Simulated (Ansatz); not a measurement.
**InAgTe2 (chalcopyrite): energy against volume**

InAgTe₂ (chalcopyrite)

```
InAgTe2
1.0
   -3.28439     3.28439     6.50155
    3.28439    -3.28439     6.50155
    3.28439     3.28439    -6.50155
Ag In Te
2 2 4
Direct
  0.75000   0.25000   0.50000
  0.00000   0.00000   0.00000
  0.25000   0.75000   0.50000
  0.50000   0.50000   0.00000
  0.11941   0.12500   0.49441
  0.63059   0.62500   0.50559
  0.37500   0.88059   0.00559
  0.87500   0.36941   0.99441
```

This relaxed cell (volume V₀) is scaled evenly in all directions, its shape held. The atoms relax within the cell's symmetry.

Calculation: PBE (plane waves to 420 eV, PAW, scalar-relativistic; Ansatz, a first-principles code). k mesh 7×7×7 (Γ-centred), Fermi-Dirac smearing 0.05 eV. The energy includes the smearing's −TS. Stress and pressure are positive under compression. With the shape held, the modulus is that of even scaling; a crystal free to change shape is softer. InAgTe2 was relaxed with its symmetry unable to fall. Spin-orbit coupling is left out, though Te is heavy. ΔE is measured from the relaxed starting cell.

```
V (Å³/atom)  ΔE (eV/atom)  P (GPa)
-----------  ------------  -------
29.456             0.1459     9.94
30.391             0.0951     7.54
31.326             0.0572     5.50
32.262             0.0303     3.77
33.197             0.0127     2.30
34.132             0.0030     1.05
35.067             0.0000    -0.01
36.002             0.0027    -0.91
36.937             0.0103    -1.67
37.872             0.0220    -2.32
38.807             0.0372    -2.86
39.742             0.0553    -3.32
40.678             0.0758    -3.71
```

Derived quantities:

| Quantity | Value |
|---|---|
| Pressure at the smallest volume | 9.94 GPa |
| Energy cost of the largest compression | 145.9 meV/atom |
| Energy cost of the largest expansion | 75.8 meV/atom |
| Bulk modulus at fixed cell shape B₀ (third-order Birch-Murnaghan fit) | 36.6 GPa |
| Pressure derivative B₀′ (fit) | 5.1 |
| Equilibrium volume of the fit | 35.06 Å³/atom |
| Pressure for 5 % compression (fit) | 2.1 GPa |

(Under strain, the slope of the energy per volume gives the stress and its curvature an elastic modulus.)
